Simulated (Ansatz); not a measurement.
PbTe (rock salt)

```
PbTe
1.0
    0.00000     3.28470     3.28470
    3.28470     0.00000     3.28470
    3.28470     3.28470     0.00000
Te Pb
1 1
Cartesian
  0.00000   0.00000   0.00000
  3.28470   3.28470   3.28470
```

In this cell atom 2 (Pb, nearest neighbour Te at 3.285 Å; its periodic images, 4.6 Å or more away, move with it) is moved by u·(1.000, 0.000, 0.000) + v·(0.000, 0.000, 1.000); the rest is frozen.

Method: PBE (plane waves to 420 eV, PAW, scalar-relativistic; Ansatz, a first-principles code). k mesh 7×7×7 (Γ-centred), Fermi-Dirac smearing 0.05 eV. The energy includes the smearing's −TS. PbTe was relaxed with its symmetry unable to fall. Spin-orbit coupling is left out, though Pb and Te are heavy. The PAW data are Ansatz's earlier set.

Changes of ΔE (eV/cell) from the point u = 0.000 Å, v = 0.000 Å when one coordinate moves alone (two changes are said to add if the coupling is within 5 % of the smaller one, nearly so within 20 %):

```csv
point,change
"u = 0.000 Å, v = -0.490 Å",0.1832
"u = 0.000 Å, v = -0.327 Å",0.0427
"u = 0.000 Å, v = -0.163 Å",0.0039
"u = -0.490 Å, v = 0.000 Å",0.1832
"u = -0.327 Å, v = 0.000 Å",0.0427
"u = -0.163 Å, v = 0.000 Å",0.0039
"u = 0.163 Å, v = 0.000 Å",0.0039
"u = 0.327 Å, v = 0.000 Å",0.0427
"u = 0.490 Å, v = 0.000 Å",0.1832
"u = 0.000 Å, v = 0.163 Å",0.0039
"u = 0.000 Å, v = 0.327 Å",0.0427
"u = 0.000 Å, v = 0.490 Å",0.1832
```

Problem. Do the two effects add at u = 0.327 Å, v = 0.327 Å? Give the computed change.

Solution. The sum of the single changes is 0.0427 + (0.0427) = 0.0854; the calculation gives 0.1079, so the coupling contributes 0.0225 (over 20 % of the smaller single change, not additive).

(For displaced atoms, the force is minus the slope of the energy, and its curvature is a force constant, which sets phonon frequencies.)
